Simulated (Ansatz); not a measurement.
Cu3PdN (anti-perovskite, Pm-3m) under volume change, DFT-PBEsol in the program Ansatz with PAW potentials, scaled uniformly.

| V (Å³/atom) | E − E(relaxed) (meV/atom) | P (GPa) |
|---|---|---|
| 10.144 | 65.6 | 23.01 |
| 10.478 | 27.3 | 13.94 |
| 10.813 | 6.4 | 6.34 |
| 11.147 | 0.0 | 0.00 |
| 11.482 | … | … |
| 11.816 | … | … |
| 12.150 | 45.6 | -13.32 |

### Question
Some entries are withheld; supply them.

### Answer

- 11.816, E − E(relaxed) (meV/atom): 21.5
- 11.816, P (GPa): -9.68
- 11.482, E − E(relaxed) (meV/atom): 5.7
- 11.482, P (GPa): -5.29

### Question
What does a third-order Birch–Murnaghan fit give for V₀, B₀ and B′?

### Answer
V₀ = 11.15 Å³/atom, B₀ = 192 GPa, B′ = 5.1.

The first step of the workflow began from a Materials Project structure, measured or hypothetical; the Crystallography Open Database copy checked does not list it. Whether it is the stable phase at ambient conditions was not checked. The cell was relaxed with PBEsol under the symmetry of its start; its stability against distortions is not shown here. The run is not spin-polarised.

Potentials: the later of the program's two PAW sets.
